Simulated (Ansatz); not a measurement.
Cu (simple cubic, space group No. 221) under volume change, PBEsol in the plane-wave PAW code Ansatz, scaled uniformly.

| V (Å³/atom) | E − E(relaxed) (meV/atom) | P (GPa) |
|---|---|---|
| 11.957 | 49.2 | 14.63 |
| 12.352 | … | … |
| 12.746 | 4.8 | 4.04 |
| 13.140 | 0.0 | 0.00 |
| 13.534 | 4.3 | -3.38 |
| 13.928 | 16.2 | -6.22 |
| 14.323 | … | … |

Problem. Fill in the missing entries.

Solution. 
- 12.352, E − E(relaxed) (meV/atom): 20.5
- 12.352, P (GPa): 8.86
- 14.323, E − E(relaxed) (meV/atom): 34.5
- 14.323, P (GPa): -8.59

Problem. What does a third-order Birch–Murnaghan fit give for V₀, B₀ and B′?

Solution. V₀ = 13.14 Å³/atom, B₀ = 123 GPa, B′ = 4.9.

Space group Pm-3m (simple cubic). The start of the workflow was typed in or built on a structure type; neither database checked (COD, Materials Project) lists it. It is not the phase usual at ambient conditions (space group No. 225). The cell was relaxed with PBEsol under the symmetry of its start. At this level the phase is mechanically unstable. No spin polarisation was allowed.

Potentials: the later of the program's two PAW sets.
